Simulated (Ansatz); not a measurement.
Ce (fcc, Cu type), energy over volume and axial ratio

Ce (fcc, Cu type), conventional cell a = b = c = 4.732 Å, α = β = γ = 90.00°. The calculation uses the primitive cell of 1 atom, to which meshes and values per cell refer.

Grid over V/V₀ and (c/a)/(c/a)₀, subscript 0 meaning the relaxed cell; the conventional c axis lies along z; no internal relaxation.

These are PBE (plane waves to 420 eV, PAW, scalar-relativistic; Ansatz, an electronic-structure program) values and carry that method's errors. k mesh 17×17×17 (Γ-centred), Fermi-Dirac smearing 0.05 eV. Energies are smeared free energies. Compression counts positive. With partly filled bands, the response to shear is sensitive to the k mesh, so small differences along c/a are uncertain. Ce is run without spin polarisation. Ce was relaxed with its symmetry unable to fall. The relaxed volume of Ce is well below the measured one. The f-shell state is unchecked: a lower one may exist. ΔE is measured from the relaxed starting cell.

ΔE (meV/atom), with V/V₀ across and (c/a)/(c/a)₀ down:

| (c/a)/(c/a)₀ \ V/V₀ | 0.960 | 0.980 | 1.000 | 1.020 | 1.040 |
|---|---|---|---|---|---|
| 0.920 | 22 | 17 | 16 | 17 | 21 |
| 0.960 | 8 | 4 | 3 | 4 | 8 |
| 1.000 | 5 | 1 | 0 | 1 | 5 |
| 1.040 | 7 | 3 | 2 | 3 | 7 |
| 1.080 | 12 | 9 | 8 | 10 | 14 |

σxx (GPa), with V/V₀ across and (c/a)/(c/a)₀ down:

```csv
(c/a)/(c/a)₀ \ V/V₀,0.960,0.980,1.000,1.020,1.040
0.920,0.3,-0.6,-1.4,-2.0,-2.6
0.960,1.2,0.3,-0.5,-1.2,-1.9
1.000,1.7,0.8,0.0,-0.7,-1.4
1.040,2.0,1.1,0.3,-0.4,-1.1
1.080,2.1,1.3,0.5,-0.2,-0.8
```

What the scan shows:

- Lowest place on the grid: V/V₀ = 1.000, (c/a)/(c/a)₀ = 1.000 (0 meV/atom)
- Highest place on the grid: V/V₀ = 0.960, (c/a)/(c/a)₀ = 0.920 (22 meV/atom)

The 25 points together took very roughly 5 core-minutes.

(Under strain, the slope of the energy per volume gives the stress and its curvature an elastic modulus.)
